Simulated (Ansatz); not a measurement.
P (black phosphorus), relaxed and computed with several functionals in Ansatz (plane waves, PAW).

```csv
functional,a (Å),c (Å),V (Å³/atom),gap (eV)
PBEsol,3.318,4.193,17.92,none
r²SCAN,3.300,4.557,20.71,0.25
PBE,3.311,4.566,21.34,0.14
PBE+D3(BJ),3.323,4.160,17.62,none
LDA,[?],[?],[?],[?]
```

### Question
Some entries are withheld; supply them.

### Answer

- LDA, a (Å): 3.312
- LDA, c (Å): 4.119
- LDA, V (Å³/atom): 17.35
- LDA, gap (eV): none

Weakly bound layers, chains or molecules computed without a dispersion correction, so cells and soft constants are ill determined: P, black phosphorus with PBEsol; P, black phosphorus with r²SCAN; P, black phosphorus with PBE; P, black phosphorus with LDA. All cells were relaxed under the symmetry of their starts (and spin orders); stability against distortions was not tested throughout.

Potentials: the earlier of the program's two PAW sets. The files were generated under PBE; for other functionals the program regenerates the frozen cores, and for LDA and PBEsol the local potential too.

Ansatz (an electronic-structure program) is a plane-wave DFT program.
